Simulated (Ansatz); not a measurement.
This run works on a generated trial structure, not on a known crystal.

Input and command of a plane-wave DFT calculation in Ansatz:

```yaml
crystal:
  lattice:
    - [4.0361278953, 0.0, 0.0]
    - [0.0, 4.0361278953, 0.0]
    - [0.0, 0.0, 5.7113200556]
  atoms:
    - { symbol: Al, position: [0.0, 0.5, 0.7471944327] }
    - { symbol: Al, position: [0.0, 0.5, 0.2528055673] }
    - { symbol: Al, position: [0.5, 0.0, 0.7471944327] }
    - { symbol: Al, position: [0.5, 0.0, 0.2528055673] }
    - { symbol: Fe, position: [0.0, 0.0, 0.5] }
    - { symbol: Co, position: [0.0, 0.0, 0.0] }
    - { symbol: Co, position: [0.5, 0.5, 0.0] }
    - { symbol: Co, position: [0.5, 0.5, 0.5] }
basis:
  ecutwfc: 420
kpoints:
  mp_grid: { grid: [10, 10, 8] }
hamiltonian:
  xc: pbe
scf:
  occupations: { method: fermi_dirac, width: 0.15 }
output:
  forces: true
  stress: true
  eigenvalues: true
relax:
  adjacent_minimum: "off"
  f_tol: 0.001
  max_steps: 60
  cell: { stress_tol: 0.01 }
```

```bash
ansatz run input.yaml --threads 1 --pin off --max-ram 2560MiB --backend cpu --events-out ev --progress --plain --runs-dir out
```

Processor: Arm Neoverse V2, 1 thread, on a host shared with other jobs.

Problem. How long does it run, and how much memory does it take?

Solution. About 120 s, peak memory 0.62 GiB. It solves 49 bands at 105 k points (after reduction by symmetry) with about 1875 plane waves (on the last cell), in 28 SCF iterations over 4 ionic steps.
